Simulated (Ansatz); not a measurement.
Here is the system:

CdPd₃:
```xyz
4
Lattice="-2.0001 2.0001 3.9660 2.0001 -2.0001 3.9660 2.0001 2.0001 -3.9660" Properties=species:S:1:pos:R:3 pbc="T T T"
Cd     0.0000     0.0000     0.0000
Pd     0.0000     2.0001     1.9830
Pd     2.0001     0.0000     1.9830
Pd     0.0000     0.0000     3.9660
```

This is the r²SCAN-relaxed structure.

Task: All from r²SCAN in the plane-wave PAW code Ansatz, unless another level is named. Predict the density of states at the Fermi level.

Result: 0.51 states/eV per atom (mean over ±0.08 eV).

Task: Give the formation energy from the elements (no fitted shifts).

Result: -0.31 eV/atom.

Space group I4/mmm. The first step of the workflow began from a Materials Project structure, measured or hypothetical; the Crystallography Open Database copy checked does not list it. With Cd and Pd taken as one species the cell has the higher symmetry Fm-3m, so it may be an ordered model of a mixed-site phase. Its standing as an ambient phase is unchecked. The r²SCAN relaxation kept the symmetry of its start; whether a distortion lowers the energy is not shown. The run is not spin-polarised. The references are the lowest solids computed at this level, not always the standard phases. Scalar-relativistic: spin–orbit coupling is off unless named, which matters more the heavier the elements.

Potentials: the later of the program's two PAW sets.
